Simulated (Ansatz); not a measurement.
# MoS2 with hydrogen replacing S: which input changes reach the field gradients?

Cell: a supercell of MoS2 (space group P6_3/mmc) built from a structure deposited in the COD, with all atoms left at the host's positions.

```cif
data_Mo8HS15
_symmetry_space_group_name_H-M 'P3m1'
_symmetry_Int_Tables_number 156
_cell_length_a 6.3380
_cell_length_b 6.3380
_cell_length_c 12.3240
_cell_angle_alpha 90.000
_cell_angle_beta 90.000
_cell_angle_gamma 120.000
loop_
_atom_site_label
_atom_site_type_symbol
_atom_site_symmetry_multiplicity
_atom_site_Wyckoff_symbol
_atom_site_fract_x
_atom_site_fract_y
_atom_site_fract_z
Mo1 Mo 1 a 0.0000 0.0000 0.2500
Mo2 Mo 3 d 0.0000 0.5000 0.2500
Mo5 Mo 3 d 0.1667 0.8333 0.7500
Mo8 Mo 1 c 0.6667 0.3333 0.7500
H H 1 a 0.0000 0.0000 0.6230
S10 S 3 d 0.0000 0.5000 0.6230
S13 S 3 d 0.1667 0.8333 0.1230
S16 S 1 c 0.6667 0.3333 0.1230
S17 S 1 a 0.0000 0.0000 0.8770
S18 S 3 d 0.0000 0.5000 0.8770
S21 S 3 d 0.1667 0.8333 0.3770
S24 S 1 c 0.6667 0.3333 0.3770
```

One atom of each set is listed.

Reference run. The numbers come from a DFT calculation in Ansatz (PBE, plane waves and PAW, scalar-relativistic, 420 eV cutoff, Γ-centred 4×4×2 k-points, Fermi–Dirac smearing 0.01 eV, cell charge +1).

It gives V_zz (10²¹ V/m²) Mo5 -11.32 (η 0.69), S18 -6.60 (η 0.53), among others. Each of these runs changes the input as listed (caps on SCF iterations aside):

A. kpoints.mp_grid.grid: [4, 4, 2] → [1, 1, 1]
B. scf.initial_density.chi_scale: not typed → 0.3

Q: Which of these changes matter for the gradients?

A: 

```
run   Mo5 V_zz (η)   S18 V_zz (η)  largest change of a gradient tensor, all atoms                                                                                            note
  A   14.16 (0.76)  -13.61 (0.64)                                            8.26  converged; mesh coarser than the reference's; on Mo5 the largest value lies along another axis
  B  -11.32 (0.69)   -6.60 (0.53)                                            0.00                                                                                       converged
```

Run A moves them most, on S10 (V_zz from -4.02 to -12.27). Run A holds the Γ point alone as its k-mesh, so its numbers aren't properties of the crystal.

On the reference run: The run isn't spin-polarised, and a state with spin may lie lower. The defect repeats with the cell of 24 atoms, so it feels its images: sites between two images don't show the values beside a lone defect, and zeros or small values of η there can come from the images' arrangement. Mo and S carry a gradient in the pure host already, so the values there aren't the defect's effect alone. A uniform background compensates the cell's charge. The defect cell has no gap above 0.1 eV on its mesh, so the values can hang on the smearing and the k-mesh. Without spin–orbit coupling (the program notes it for Mo) the gradients can shift somewhat, as the gap is small. The neighbours have not yet relaxed around the defect (largest force 1.7 eV/Å), so a real crystal will differ.
